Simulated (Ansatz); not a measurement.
## ZnCd2Se3 (P3m1) at 3 levels of theory

One geometry, relaxed with PBE; plane waves with PAW potentials in Ansatz, scalar-relativistic. No spin polarisation. Gaps are the least over mesh and band path; pressure is positive in compression.

```
Zn Cd Se
1.0
     4.26471    0.00000    0.00000
    -2.13235    3.69335    0.00000
     0.00000    0.00000   10.52057
Zn Cd Se
1 2 3
Direct
  0.66667 0.33333 0.66740
  0.00000 0.00000 0.99073
  0.33333 0.66667 0.33861
  0.00000 0.00000 0.73636
  0.66667 0.33333 0.43180
  0.33333 0.66667 0.08510
```

```csv
level,cutoff (eV),k mesh,gap (eV),pressure (GPa)
PBE,420,12×12×4,0.55,0.0
r2SCAN,500,12×12×4,1.04,-1.6
LDA,420,12×12×4,0.29,-4.6
```

It was reached by relaxing an invented guess, and it needn't be the stable form of this composition.
